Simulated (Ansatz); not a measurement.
Starting cell, SiC (zinc blende):

```
SiC
1.0
    0.00000     2.18988     2.18988
    2.18988     0.00000     2.18988
    2.18988     2.18988     0.00000
C Si
1 1
Direct
  0.75000   0.75000   0.75000
  0.00000   0.00000   0.00000
```

The atoms are displaced by Q × the pattern below (from a DFPT mode at Γ, largest move 1; Q in Å), at fixed cell. It is one choice among 3 degenerate patterns.

```json
[
 {"atom": "C1", "x": "0.000", "y": "0.000", "z": "-1.000"},
 {"atom": "Si2", "x": "0.000", "y": "0.000", "z": "0.428"}
]
```

These are PBE (plane waves to 420 eV, PAW, scalar-relativistic; Ansatz, a program for electronic structure) values and carry that method's errors. k mesh 13×13×13 (Γ-centred), Fermi-Dirac smearing 0.05 eV. SiC was relaxed with its symmetry unable to fall. 

```json
[
 {"Q (Å)": "-0.280", "−dE/dQ from forces (eV/Å)": "8.554"},
 {"Q (Å)": "-0.233", "−dE/dQ from forces (eV/Å)": "7.630"},
 {"Q (Å)": "-0.187", "−dE/dQ from forces (eV/Å)": "6.443"},
 {"Q (Å)": "-0.140", "−dE/dQ from forces (eV/Å)": "5.034"},
 {"Q (Å)": "-0.093", "−dE/dQ from forces (eV/Å)": "3.454"},
 {"Q (Å)": "-0.047", "−dE/dQ from forces (eV/Å)": "1.757"},
 {"Q (Å)": "0.000", "−dE/dQ from forces (eV/Å)": "0.000"},
 {"Q (Å)": "0.047", "−dE/dQ from forces (eV/Å)": "-1.757"},
 {"Q (Å)": "0.093", "−dE/dQ from forces (eV/Å)": "-3.454"},
 {"Q (Å)": "0.140", "−dE/dQ from forces (eV/Å)": "-5.034"},
 {"Q (Å)": "0.187", "−dE/dQ from forces (eV/Å)": "-6.443"},
 {"Q (Å)": "0.233", "−dE/dQ from forces (eV/Å)": "-7.630"},
 {"Q (Å)": "0.280", "−dE/dQ from forces (eV/Å)": "-8.554"}
]
```

What harmonic wavenumber does the curvature at Q = 0 give?

775 cm⁻¹. E″ = 37.86 eV/Å², M = Σ mᵢ|uᵢ|² = 17.1 u, ν̃ = 521.5·√(|E″|/M).

(For displaced atoms, the force is minus the slope of the energy, and its curvature is a force constant, which sets phonon frequencies.)
